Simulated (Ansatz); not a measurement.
Values for one crystal, relaxed and computed with plane-wave PAW r²SCAN (Ansatz code); other levels are named.

```yaml
volume_per_atom: 9.86 Å³
band_gap: 3.19 eV (indirect)
HSE06 gap on the r²SCAN cell: 4.42 eV
conduction_band_minimum: at Γ
Formation energy from the elements (no fitted shifts): -1.73 eV/atom
Gap with spin–orbit coupling: 3.19 eV
Hole effective mass with spin–orbit coupling: 1.4, 1.9, 5.5 mₑ (principal values)
```

### Question
Which compound is it?
(A) ZnGeO3, R-3 (Zn on 6c, Ge on 6c, O on 18f)
(B) K2ZnI4, P2_1/m (Pearson symbol mP14)
(C) ZnSe, zinc blende
(D) BaTiO3, P4mm (Ti on 1b, Ba on 1a, O on 1b, O on 2c)

### Answer
A, ZnGeO3, R-3 (Zn on 6c, Ge on 6c, O on 18f)

The workflow started from a Materials Project entry (that database holds measured and hypothetical structures alike); the Crystallography Open Database copy checked does not list it. Its standing as an ambient phase is unchecked. The cell was relaxed with r²SCAN under the symmetry of its start; whether a distortion lowers the energy is not shown. The references are the lowest solids computed at this level, not always the standard phases (solids in place of the gases). Scalar-relativistic: spin–orbit coupling is off unless named, which matters more the heavier the elements.

Potentials: the later of the program's two PAW sets.
